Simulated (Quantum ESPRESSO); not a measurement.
## Kohn-Sham bands of Ag (hcp (Mg type), model phase)

```yaml
crystal:
  lattice:
    - [2.92230, 0.00000, 0.00000]
    - [-1.46115, 2.53079, 0.00000]
    - [0.00000, 0.00000, 4.70166]
  atoms:
    - { symbol: Ag, position: [0.33333, 0.66667, 0.25000] }
    - { symbol: Ag, position: [0.66667, 0.33333, 0.75000] }
```

Cell from Materials Project (mp-10597), symmetrised, no further relaxation. This isn't the element's usual structure (fcc); take it as a model of another phase. Computed values, not measurements, from PBEsol: Quantum ESPRESSO (norm-conserving PseudoDojo potentials, cutoff 66 Ry, no spin polarisation, no spin-orbit coupling) on a Γ-centred 12×12×8 mesh, then Wannier90. Density: 18×18×10 mesh, cold smearing 0.01 Ry.

Question: List the Kohn-Sham levels between −8 and 3.0 eV relative to the Fermi level at the high-symmetry points, as a band run of pw.x on that density gives them (levels within 2 meV counted together).

Answer: 
| point | k (reciprocal lattice) | levels (eV) |
|---|---|---|
| Γ | 0.000 0.000 0.000 | -7.66, -6.22, -4.59, -4.55 (×2), -4.30 (×2), -4.03 (×2), -2.98 (×2), -0.27 |
| M | 0.500 0.000 0.000 | -6.14, -5.82, -5.80, -4.70, -4.29, -4.11, -3.72, -2.89, -2.77, -2.75, 0.07, 1.46 |
| K | 0.333 0.333 0.000 | -5.78, -5.26 (×2), -4.86, -4.62 (×2), -3.85, -3.10 (×2), -2.96, 2.98 (×2) |
| A | 0.000 0.000 0.500 | -6.23 (×2), -4.62 (×4), -4.40 (×2), -3.29 (×4) |
| L | 0.500 0.000 0.500 | -6.09 (×2), -5.42 (×2), -3.85 (×2), -3.04 (×2), -2.80 (×2), 0.74 (×2) |
| H | 0.333 0.333 0.500 | -5.45 (×2), -5.03 (×2), -4.48 (×2), -3.92 (×2), -2.95 (×2) |
